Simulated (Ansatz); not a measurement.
Relaxed-ion elastic tensor of Ge (diamond, space group No. 227) in GPa (Voigt order), DFT-r²SCAN in the program Ansatz with PAW potentials; density 5.28 g/cm³, 22.83 Å³ per atom.

```
 127  44.0  44.0   0.0   0.0   0.0
44.0   127  44.0   0.0   0.0   0.0
44.0  44.0   127   0.0   0.0   0.0
 0.0   0.0   0.0  67.5   0.0   0.0
 0.0   0.0   0.0   0.0  67.5   0.0
 0.0   0.0   0.0   0.0   0.0  67.5
```

Task: Is the crystal mechanically stable?

Result: Yes: the smallest eigenvalue of C is 67.5 GPa.

Task: Work out the Voigt, Reuss and Hill averages.

Result: K_V = 71.8, K_R = 71.8, K_H = 71.8; G_V = 57.2, G_R = 54.1, G_H = 55.6 GPa.

Task: Give Young's modulus, Poisson's ratio, Pugh's ratio and the universal anisotropy index.

Result: E = 9KG/(3K + G) = 133 GPa; ν = 0.19; K/G = 1.29 (brittle by the Pugh limit of 1.75); A_U = 5G_V/G_R + K_V/K_R − 6 = 0.28.

Task: Estimate the sound speeds and the Debye temperature.

Result: v_l = √((K + 4G/3)/ρ) = 5260 m/s, v_t = √(G/ρ) = 3240 m/s, mean 3580 m/s; Θ = (h/k)(3n/4πV)^(1/3) v_m = 376 K.

Task: Give the Zener ratio and Young's modulus along [100], [110] and [111].

Result: A = 2C44/(C11 − C12) = 1.62; 1/E = S11 − 2(S11 − S12 − S44/2)Γ with Γ = 0, 1/4, 1/3 gives 105, 138, 154 GPa.

Task: Solve the Christoffel equation for the three sound speeds along [100], [110], [111].

Result: Eigenvalues of C_ijkl n_j n_l equal ρv². In km/s, slowest first: [100] 3.57, 3.57, 4.91; [110] 2.81, 3.57, 5.38; [111] 3.08, 3.08, 5.53.

Space group Fd-3m (diamond). The cell was relaxed with r²SCAN under the symmetry of its start.

Potentials: the later of the program's two PAW sets.
